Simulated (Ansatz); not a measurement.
Relaxed polymorphs of Rh. These are PBEsol (plane waves to 420 eV, PAW, scalar-relativistic; Ansatz, a quantum-chemistry and plane-wave program) values and carry that method's errors. One row is withheld; estimate it from its structure type, its coordination and the trend of the others.

```tsv
structure	coordination	E − E(first row) (eV/atom)	V (Å³/atom)
Fm-3m, cF4, fcc (Cu type)	Rh 12 (cuboctahedral)	0.00	13.50
Fmmm, oF8	–	0.33	14.22
P6₃/mmc, hP2, hcp (Mg type)	Rh 12 (anticuboctahedral)	0.04	13.56
I4/mmm, tI2, AFLOW prototype A_tI2_139_a (A_a)	–	[?]	[?]
Pm-3n, cP8	–	0.33	13.97
P6₃/mmc, hP4, AFLOW prototype A_hP4_194_ac (A3', as in La)	–	0.02	13.53
R-3m, hR3, AFLOW prototype A_hR3_166_ac (C19, as in Sm)	–	0.03	13.54
R-3m, hR2	–	0.20	14.06
```

### Question
Complete the blanks.

### Answer

- I4/mmm, tI2, AFLOW prototype A_tI2_139_a (A_a), E − E(first row) (eV/atom): 0.24
- I4/mmm, tI2, AFLOW prototype A_tI2_139_a (A_a), V (Å³/atom): 13.84

The withheld cell: I4/mmm (No. 139), tI2, AFLOW prototype A_tI2_139_a (A_a); a = b = 3.235 Å, c = 2.646 Å, α = β = γ = 90.00°; Rh 2a (0.000, 0.000, 0.000). Coordination numbers (neighbours up to the widest gap in distance over summed covalent radii, below 1.35; n+m marks a second, longer set).

Probably no minimum, since a slightly shaken restart fell lower: Fmmm, oF8 (by 0.14 eV/atom, to R-3m); I4/mmm, tI2, AFLOW prototype A_tI2_139_a (A_a) (by 0.24 eV/atom, to Fm-3m). Each run could gain symmetry but not lose that of its start, so entries can be saddle points. From databases, or of a type measured for this composition: Fm-3m, cF4, fcc (Cu type); the others are generated cells (placed on structure types, drawn at random, substituted or restacked) that were not matched to a known phase here. Static energies at zero pressure. No spin polarisation in the result.
